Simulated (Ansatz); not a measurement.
A geometry of AlPd away from equilibrium: the start of the relaxation of a relaxed AlPd cell squeezed uniformly to 80 % of its volume. All values below come from PBEsol (plane waves to 420 eV, PAW, scalar-relativistic; Ansatz, a quantum-chemistry and plane-wave program). Γ-centred k-mesh 7×7×7 on the run's cell (coarser than for final values), Fermi–Dirac smearing 0.05 eV.

```xyz
8
Lattice="4.5025 0.0000 0.0000 0.0000 4.5025 0.0000 0.0000 0.0000 4.5025" Properties=species:S:1:pos:R:3 pbc="T T T"
Al     3.8019     3.8019     3.8019
Al     2.9519     0.7006     1.5506
Al     1.5506     2.9519     0.7006
Al     0.7006     1.5506     2.9519
Pd     0.6651     0.6651     0.6651
Pd     1.5861     3.8374     2.9164
Pd     2.9164     1.5861     3.8374
Pd     3.8374     2.9164     1.5861
```

Which atoms carry the largest force, and which way does it point?

0.38 eV/Å, on Pd5, Pd6, Pd7, Pd8 (atoms numbered as listed); on Pd7 its components are (0.22, -0.22, -0.22).

What is the pressure?

+62.8 GPa, compression positive.

No spin polarisation in the result.

The run could not lose the symmetry of its start.

The cell that was disturbed is our relaxation of an entry of Materials Project.
